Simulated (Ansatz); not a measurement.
Starting cell, P (space group Cmce):

```xyz
4
Lattice="1.6549 -5.6462 0.0000 1.6549 5.6462 0.0000 0.0000 0.0000 4.5635" Properties=species:S:1:pos:R:3 pbc="T T T"
P      1.6549     1.0611     4.1687
P      1.6549    -1.0611     0.3947
P      1.6549     4.5850     1.8870
P      1.6549    -4.5850     2.6765
```

The atoms are displaced by Q × the pattern below (from a DFPT mode at Γ, largest move 1; Q in Å), at fixed cell.

| atom | x | y | z |
|---|---|---|---|
| P1 | 0.000 | -0.046 | 0.999 |
| P2 | 0.000 | 0.046 | -0.999 |
| P3 | 0.000 | -0.046 | -0.999 |
| P4 | 0.000 | 0.046 | 0.999 |

Computed with PBE (plane waves to 420 eV, PAW, scalar-relativistic; Ansatz, a quantum-chemistry and plane-wave program). k mesh 10×10×7 (Γ-centred), Fermi-Dirac smearing 0.05 eV. The energy includes the smearing's −TS. P was relaxed with its symmetry unable to fall. The relaxed volume of P is well above the measured one; the method has no dispersion term. The zero of ΔE is the undisplaced structure.

| Q (Å) | ΔE (meV/cell) |
|---|---|
| -0.1000 | 111.2 |
| -0.0833 | 77.6 |
| -0.0667 | 49.8 |
| -0.0500 | withheld |
| -0.0333 | 12.5 |
| -0.0167 | 3.1 |
| 0.0000 | 0.0 |
| 0.0167 | 3.1 |
| 0.0333 | 12.5 |
| 0.0500 | withheld |
| 0.0667 | 49.8 |
| 0.0833 | 77.6 |
| 0.1000 | 111.2 |

Question: Fit an even polynomial form (powers 2, 4) to the given rows and predict ΔE at Q = 0.0500.

Answer: Least squares on the 11 given rows: ΔE = (11280)·Q² + (-15770)·Q⁴, in meV/cell with Q in Å; root-mean-square residual 0.05 meV/cell. At 0.0500 the fit gives 28.1 meV/cell; the calculation gives 28.1 meV/cell, the same to the digits shown. The quadratic term alone would give 28.2 meV/cell.

(A displaced cell: forces are minus the slopes of the energy, force constants its curvatures, and phonons follow from these.)
